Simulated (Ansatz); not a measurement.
Bi2Se3 as a free-standing sheet: computed properties

Bi2Se3:
```xyz
5
Lattice="4.0778 0.0000 0.0000 -2.0389 3.5315 0.0000 0.0000 0.0000 40.0000" Properties=species:S:1:pos:R:3 pbc="T T F"
Se     0.0000     0.0000    20.0000
Bi     0.0000     2.3543    21.9111
Se     0.0000     2.3543    16.5342
Bi     2.0389     1.1772    18.0889
Se     2.0389     1.1772    23.4658
```
Free-standing layer in the xy plane with vacuum along z and no interaction between images.

Method: LDA in the plane-wave PAW code Ansatz. Lattice and atoms are relaxed at this level; other levels are named.

Structure:

| Quantity | Result |
|---|---|
| In-plane lattice | a = 4.078 Å |
| Distance between the outermost nuclei | 6.93 Å |

Electronic structure:

| Quantity | Result |
|---|---|
| Band gap | 0.79 eV (indirect) |
| Valence-band maximum | off the standard path, at k = (-0.068, 0.250, 0.000) |
| Conduction-band minimum | at Γ |
| Ionisation potential (Kohn–Sham) | 6.09 eV |
| Electron affinity (Kohn–Sham) | 5.30 eV |
| Electron effective mass, in the valley at Γ | 0.10 mₑ |
| Hole effective mass, in the valley off the standard path, at k = (-0.068, 0.250, 0.000) | 0.73 along x, 0.63 along y (mₑ) |

Space group P-3m1 (quintuple layer). A layer that has been made, often on a substrate. Symmetry was held in the LDA relaxation; its stability against distortions is not shown here. Spin–orbit coupling is left out wherever it is not named.

Potentials: the later of the program's two PAW sets.
